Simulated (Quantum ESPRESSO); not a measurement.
## W3Al2AgHfPd (one composition in several site orders)

A calculation, not a measurement. The program is pw.x of Quantum ESPRESSO 7.5 (plane-wave density functional theory). The cell is made up: eight metal atoms on a hexagonal close-packed lattice, with elements, volume, strain and displacements drawn at random and not relaxed, so it may be unstable or far from any real phase. PseudoDojo standard norm-conserving files set the functional (PBE unless stated); there is no spin polarisation or spin-orbit coupling, the Fermi-Dirac width of 0.25 eV means electrons at about 2900 K, and the masses in the input are unused placeholders. Heavy elements are run without spin-orbit coupling, which real alloys of them have. A spin test at this wide smearing found no moment, but such smearing suppresses magnetism that the real alloy may have.

The runs put one composition on the sites in different orders. Cell, positions, cutoff, mesh and smearing stay as in the input of run 1; sites are counted in its order. Stress in the tables is positive in tension.

Input of run 1:

```
&control calculation='scf', pseudo_dir='./dojo.nc.sr.pbe.v0_5.standard.upf', outdir='./o', disk_io='minimal', tprnfor=.true., tstress=.true. /
&system ibrav=0, nat=8, ntyp=5, nbnd=63, ecutwfc=82.02448710, nosym=.true., tot_charge=0,
 occupations='smearing', smearing='fd', degauss=0.0183746611
/
&electrons conv_thr=1.470e-08, electron_maxstep=70, mixing_beta=0.5 /
ATOMIC_SPECIES
Ag 1.0 Ag.upf
Al 1.0 Al.upf
Hf 1.0 Hf.upf
Pd 1.0 Pd.upf
W 1.0 W.upf
CELL_PARAMETERS angstrom
-2.8108 0.0078 -0.0415
-0.0669 0.0551 -4.5058
0.0271 -9.7637 0.1183
ATOMIC_POSITIONS angstrom
W 0.061 0.0367 0.0113
W 0.0967 -4.9144 0.1723
Al -0.097 -3.2121 -2.2603
Ag 0.1368 -8.0952 -2.1085
Hf -1.3937 -2.4894 -0.0432
Pd -1.3902 -7.3236 0.001
Al -1.3286 -0.5918 -2.3672
W -1.412 -5.5619 -2.2175
K_POINTS automatic
8 5 3 1 1 1
```

| run | elements on sites 1 to 8 | free energy less that of run 1 (eV) | -TS (eV) | pressure (GPa) | stress xx (GPa) | stress yy (GPa) | stress zz (GPa) | stress yz (GPa) | stress xz (GPa) | stress xy (GPa) | iterations |
| --- | --- | --- | --- | --- | --- | --- | --- | --- | --- | --- | --- |
| 1 | W W Al Ag Hf Pd Al W | 0.000 | -1.177 | 18.10 | -20.22 | -14.56 | -19.53 | -2.02 | 1.87 | -1.41 | 19 |
| 2 | Al Al W Pd W W Ag Hf | -0.336 | -1.161 | 17.17 | -17.52 | -12.80 | -21.20 | -1.07 | 0.81 | -1.35 | 18 |
| 3 | W Ag Al W Hf W Pd Al | 0.185 | -1.273 | 19.58 | -19.26 | -19.18 | -20.31 | -0.71 | 2.51 | -0.61 | 18 |
| 4 | Hf Pd Al Al W Ag W W | 0.812 | -1.294 | 16.82 | -12.70 | -14.30 | -23.46 | 1.83 | 0.73 | -1.54 | 19 |
| 5 | Pd W Al Al Hf W Ag W | -0.842 | -1.068 | 17.39 | -22.42 | -9.63 | -20.11 | -1.15 | 2.19 | -1.73 | 18 |
| 6 | Al W Al Pd Ag W W Hf | 0.716 | -1.270 | 18.31 | -14.72 | -17.94 | -22.26 | -0.66 | 1.23 | -2.19 | 18 |

Forces Fx Fy Fz (eV/Å):

| site | run 1 | run 2 | run 3 | run 4 | run 5 | run 6 |
| --- | --- | --- | --- | --- | --- | --- |
| 1 | 0.02 0.01 -0.97 | -0.05 -0.40 -0.44 | 0.18 0.74 -1.01 | 0.01 -1.23 -1.23 | 0.09 0.49 -0.94 | 0.09 -0.39 -0.77 |
| 2 | -0.62 -0.71 -1.49 | -0.42 0.41 -1.76 | -0.40 -0.30 -0.48 | -0.31 0.61 -1.09 | -0.43 -0.11 -1.93 | -0.06 -0.83 -1.73 |
| 3 | 0.59 -0.22 0.36 | 0.68 1.27 0.38 | 0.52 0.40 0.08 | 0.45 0.40 0.14 | 0.60 -0.11 0.42 | 0.37 2.44 0.47 |
| 4 | -0.49 0.42 -0.98 | -0.54 0.55 -0.88 | -0.03 0.69 -0.91 | -0.24 2.13 -0.42 | -0.48 0.27 -0.96 | -0.41 0.22 -0.84 |
| 5 | -0.09 1.08 -0.08 | -0.06 0.25 -0.10 | -0.11 1.31 -0.21 | -0.08 0.31 -0.03 | -0.20 1.05 0.07 | 0.00 0.82 -0.31 |
| 6 | 0.60 0.21 1.08 | 0.46 0.47 0.94 | 0.09 -0.53 0.90 | 0.39 1.01 0.47 | 0.59 0.52 0.91 | 0.17 0.06 0.87 |
| 7 | -0.22 -0.66 1.13 | -0.21 -1.21 0.62 | -0.32 -1.62 1.21 | -0.21 -2.69 1.22 | -0.20 -0.79 1.27 | -0.23 -1.44 0.97 |
| 8 | 0.21 -0.13 0.96 | 0.14 -1.34 1.23 | 0.06 -0.69 0.42 | 0.00 -0.54 0.94 | 0.02 -1.31 1.16 | 0.08 -0.87 1.34 |

The sites are displaced and not relaxed, so the energy differences mix bonding between neighbours with strain and are not ordering energies. A rerun of one cell of this series at a higher cutoff and on a denser mesh moved values by no more than 0.002 eV in energy, 0.05 GPa in stress and 0.016 eV/Å in force, and a second program with other atomic files agreed on that cell to 2 % rms in force and 0.5 GPa in pressure.